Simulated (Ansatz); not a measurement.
# Clamped-ion strain scan in MgO₂

Computed with DFT r2SCAN, scalar-relativistic, plane waves, PAW in Ansatz 0.2.0. The runs took a 500 eV cutoff, a Γ-centred 12×12×12 mesh and Gaussian smearing (0.05 eV). No spin polarisation. Energies are free energies at this smearing, counted from the undisturbed cell; pressure is positive in compression.

The starting cell (as given, not relaxed at this level; it stands at -5.4 GPa, and it needn't be the usual structure):

```
Mg O
1.0
     1.60476    0.92651    3.49398
    -1.60476    0.92651    3.49398
     0.00000   -1.85302    3.49398
Mg O
1 2
Direct
  0.00000 0.00000 0.00000
  0.42879 0.42879 0.42879
  0.57121 0.57121 0.57121
```

The cell is strained by ε times the Voigt pattern (1, 1, 0, 0, 0, 0) (xx, yy, zz, yz, xz, xy; engineering shear) with fractional coordinates fixed.

Task: Over the sampled range (-0.1500 to 0.1500), is the undisturbed cell the lowest point?

Result: Yes, every other sampled point lies higher.

Task: Which end lies higher in energy, -0.1500 or +0.1500?

Result: -0.1500: 517.1 against 382.4.

Task: Does the gap on the k-mesh survive along the scan?

Result: It is 2.95 eV at the start and stays between 1.94 and 3.03 eV.

The scan:

```csv
ε,ΔE (meV/atom)
-0.1500,517.1
-0.1125,238.4
-0.0750,76.8
-0.0375,4.5
0.0000,0.0
0.0375,47.0
0.0750,132.7
0.1125,247.1
0.1312,312.4
0.1500,382.4
```